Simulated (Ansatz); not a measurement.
ZnCu$_{2}$SnSe$_{4}$:
```
CELL_PARAMETERS angstrom
     -2.86766     2.86766     5.71047
      2.86766    -2.86766     5.71047
      2.86766     2.86766    -5.71047
ATOMIC_POSITIONS crystal
  Cu 0.00000 0.00000 0.00000
  Cu 0.75000 0.25000 0.50000
  Zn 0.25000 0.75000 0.50000
  Sn 0.50000 0.50000 0.00000
  Se 0.63223 0.62720 0.51697
  Se 0.11023 0.11526 0.48303
  Se 0.37280 0.88977 0.00503
  Se 0.88474 0.36777 0.99497
```

Relaxed with HSE06. Special points in fractions of this cell's reciprocal vectors: Γ (0.000, 0.000, 0.000); X (0.000, 0.000, 0.500); P (0.250, 0.250, 0.250); N (0.000, 0.500, 0.000); M (0.500, 0.500, -0.500); S (0.313, 0.687, -0.313); S0 (-0.313, 0.313, 0.313); R (-0.126, 0.126, 0.500); G (0.500, 0.500, -0.126).

### Question
List the band energies nearest the valence-band maximum at these points for HSE06 in the plane-wave PAW code Ansatz.

### Answer
In eV from the valence-band maximum; about four levels below and three above (degenerate sets whole), none deeper than 8.9 eV; points with the same levels are listed once.

```tsv
k	below	above
Γ	-1.93 -0.05 -0.05 0.00	0.87 2.72 3.52
X	-0.99 -0.86 -0.64 -0.50	1.34 2.97 3.81
P	-0.93 -0.92 -0.76 -0.73	1.63 3.53 3.68
N	-1.47 -1.34 -1.29 -0.65	2.51 3.90 4.02
M	-1.30 -1.30 -1.06 -1.06	2.00 2.77 2.77
S	-1.70 -1.39 -0.83 -0.70	2.34 3.27 3.86
R	-1.02 -0.94 -0.83 -0.70	1.61 3.20 4.28
```

Space group I-4. The HSE06 relaxation kept the symmetry of its start. No spin polarisation was allowed. The hybrid was solved on a coarse mesh, the path and, where they were found, the r²SCAN edge points; its band edges are the extreme levels among these. Spin–orbit coupling is left out wherever it is not named.

Potentials: the later of the program's two PAW sets.
